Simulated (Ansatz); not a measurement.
**RuB2: how the free axis answers a strain**

RuB2, Pmmn, a = 2.870 Å, b = 4.640 Å, c = 4.038 Å. The structure is a COD entry; whether it is the stable form wasn't checked. Ansatz: r2SCAN, PAW, 500 eV, Γ-centred 12×8×10 mesh on 6 atoms, Gaussian smearing 0.10 eV; no spin polarisation. Series: biaxial strain in the a-b plane, c and atoms relaxed; x is the strain in per cent. y is the change of c in per cent of 4.038 Å.

```tsv
x (%)	y (%)
-4.5	1.84
-3.0	1.20
-1.5	?
0.0	0.00
1.5	-0.59
3.0	-1.18
4.5	-1.80
```

Q: Fit y = c1 x + c2 x² to the other rows, say what c1 measures, and predict the missing y.

A: Least squares on the rows shown. y = −0.4018 x + 0.001032 x². With no stress along c, c1 = −(C13 + C23)/C33 = -0.402. At x = -1.5 the fit asked for gives 0.61 %. The run gave 0.59 %, so the fit is 0.02 % too high, within twice the rms miss on the fitted rows (0.01 %).

Cost: 7 runs of about 20 core-minutes in all, on Intel Xeon Processor @ 2.70GHz (shared hosts).